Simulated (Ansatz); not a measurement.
## ZrHg: pressure against volume

ZrHg, P4/mmm, a = 3.103 Å, c = 4.253 Å. The structure is a COD entry; whether it is the stable form wasn't checked. Ansatz: PBEsol, PAW, 420 eV, Γ-centred 14×14×10 mesh on 2 atoms, Gaussian smearing 0.10 eV; no spin polarisation. Shape and atoms are relaxed at each volume; pressure is positive in compression.

```tsv
V (Å³/atom)	P (GPa)
19.244	?
19.858	3.76
20.472	0.00
21.086	-3.19
21.700	-5.89
```

Task: Take V0 = 20.472 Å³/atom, fit the third-order Birch–Murnaghan form to the other rows, and predict the missing pressure.

Result: With the Eulerian strain f = ½[(V0/V)^(2/3) − 1] and y = P/[3f(1 + 2f)^(5/2)], the form is the line y = B0 + 1.5 B0 (B0′ − 4) f. Rows (f, y): 0.01025, 116.2; -0.00975, 114.6; -0.01905, 113.6. Means f = -0.006183, y = 114.80; Σ(Δf)² = 0.0004483, ΣΔfΔy = 0.03916; the slope is their ratio. y = 115.3 + 87.35 f GPa, so B0 = 115.3 GPa and B0′ = 4 + 2 × (87.35)/(3 × 115.3) = 4.51. At V = 19.244, f = 0.02105, y = 117.14 and P = 8.20 GPa. The run gave 8.18 GPa, so the fit is 0.02 GPa too high, a small miss on the scale of the series. The form still works here, 33 % of the fitted range beyond its end.

Spin–orbit coupling is left out, which can shift energies with elements as heavy as these.